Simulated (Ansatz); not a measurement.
Theory: Ansatz, DFT PBE, scalar-relativistic, plane waves, PAW. Settings: cutoff 420 eV, Γ-centred meshes spaced at most about 0.3 Å⁻¹ (2π included), Gaussian smearing. No spin polarisation in the final relaxations.

These are static total energies at zero pressure.

Two forms of BaBe5H10 were relaxed alike.

1.

```cif
data_structure
_symmetry_space_group_name_H-M 'P1'
_symmetry_Int_Tables_number 1
_cell_length_a 4.2754
_cell_length_b 4.7787
_cell_length_c 8.2533
_cell_angle_alpha 95.589
_cell_angle_beta 96.386
_cell_angle_gamma 90.754
_cell_volume 166.73
loop_
_atom_site_label
_atom_site_type_symbol
_atom_site_symmetry_multiplicity
_atom_site_Wyckoff_symbol
_atom_site_fract_x
_atom_site_fract_y
_atom_site_fract_z
_atom_site_occupancy
Ba1 Ba 1 a 0.99140 0.52031 0.27978 1
Be1 Be 1 a 0.57427 0.95836 0.71482 1
Be2 Be 1 a 0.44756 0.76776 0.93253 1
Be3 Be 1 a 0.45326 0.23859 0.92287 1
Be4 Be 1 a 0.59459 0.02967 0.40678 1
Be5 Be 1 a 0.94168 0.99676 0.92234 1
H1 H 1 a 0.41459 0.70775 0.75712 1
H2 H 1 a 0.43056 0.23091 0.74795 1
H3 H 1 a 0.50054 0.88288 0.54069 1
H4 H 1 a 0.91372 0.95847 0.74666 1
H5 H 1 a 0.58331 0.51357 0.00165 1
H6 H 1 a 0.47626 0.83138 0.27166 1
H7 H 1 a 0.12281 0.76543 0.98352 1
H8 H 1 a 0.49869 0.31043 0.39488 1
H9 H 1 a 0.12826 0.25358 0.97444 1
H10 H 1 a 0.92849 0.03414 0.40230 1
```

2.

```cif
data_structure
_symmetry_space_group_name_H-M 'Pm'
_symmetry_Int_Tables_number 6
_cell_length_a 4.4622
_cell_length_b 4.9427
_cell_length_c 6.8018
_cell_angle_alpha 90.000
_cell_angle_beta 102.783
_cell_angle_gamma 90.000
_cell_volume 146.30
loop_
_atom_site_label
_atom_site_type_symbol
_atom_site_symmetry_multiplicity
_atom_site_Wyckoff_symbol
_atom_site_fract_x
_atom_site_fract_y
_atom_site_fract_z
_atom_site_occupancy
Ba1 Ba 1 b 0.90489 0.50000 0.62286 1
Be1 Be 1 a 0.47739 0.00000 0.28453 1
Be2 Be 2 c 0.54596 0.76367 0.00717 1
Be3 Be 1 a 0.37654 0.00000 0.68199 1
Be4 Be 1 a 0.06853 0.00000 0.04100 1
H1 H 2 c 0.62556 0.75062 0.25071 1
H2 H 1 a 0.54747 0.00000 0.51156 1
H3 H 1 a 0.14560 0.00000 0.25570 1
H4 H 1 b 0.38091 0.50000 0.99497 1
H5 H 2 c 0.46781 0.73249 0.75211 1
H6 H 2 c 0.88005 0.75663 0.98883 1
H7 H 1 a 0.05992 0.00000 0.60975 1
```

Question: Which form is favoured at zero pressure, and by what margin per atom?

Answer: Cell 1 is lower, by 19 meV/atom. Cell 1 has space group P1 (No. 1), 10.4 Å³/atom and a gap of 2.40 eV on its mesh; cell 2 has space group Pm (No. 6), 9.1 Å³/atom and a gap of 0.78 eV. Counting H atoms around Ba and Be (those within 1.25 times the shortest such distance or 1.15 times the sum of covalent radii; a slash parts the counts of unlike sites), cell 1 has Ba 9, Be 3/4 and cell 2 has Ba 13, Be 3/4. The lower one is the more open, so pressure narrows the difference. Both come from invented guesses.

Kohn–Sham gaps at this level usually fall short of measured ones. With hydrogen, zero-point motion can shift such differences by 10 meV/atom or more. Cells relaxed within their symmetry can be saddle points. The P1 cell of BaBe5H10 came from shaking the Pm one.
